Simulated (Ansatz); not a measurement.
Moving the functional in GaGe3

```yaml
crystal:
  lattice:
    - [4.27847, 0.00000, 0.00000]
    - [0.00000, 4.27847, 0.00000]
    - [0.00000, 0.00000, 4.27847]
  atoms:
    - { symbol: Ge, position: [0.50000, 0.50000, 0.00000] }
    - { symbol: Ge, position: [0.50000, 0.00000, 0.50000] }
    - { symbol: Ge, position: [0.00000, 0.50000, 0.50000] }
    - { symbol: Ga, position: [0.00000, 0.00000, 0.00000] }
```

The cell comes from a database or a generator and needn't be the stable form of this composition.

Kept alike: task band structure; k mesh 6 × 6 × 6; occupations fermi-dirac, width 0.05 eV; no spin polarisation. Program: Ansatz, all-electron LAPW, scalar-relativistic. The mesh is that of the run's cell of 4 atoms. No spin-orbit coupling.

| run | pressure (GPa) |
| --- | --- |
| A | -3.39 |
| B | -4.82 |
| C | -0.02 |

Pressure is positive in compression. For a metal such a mesh leaves the last digits unconverged.

Q: The runs differ in the functional alone: LDA; PBE; PBEsol. Which run is which?

A: Run A is PBEsol; run B is LDA; run C is PBE. The pressure runs from -4.82 (LDA) to -0.02 GPa (PBE). From PBE: LDA -4.80; PBEsol -3.37.
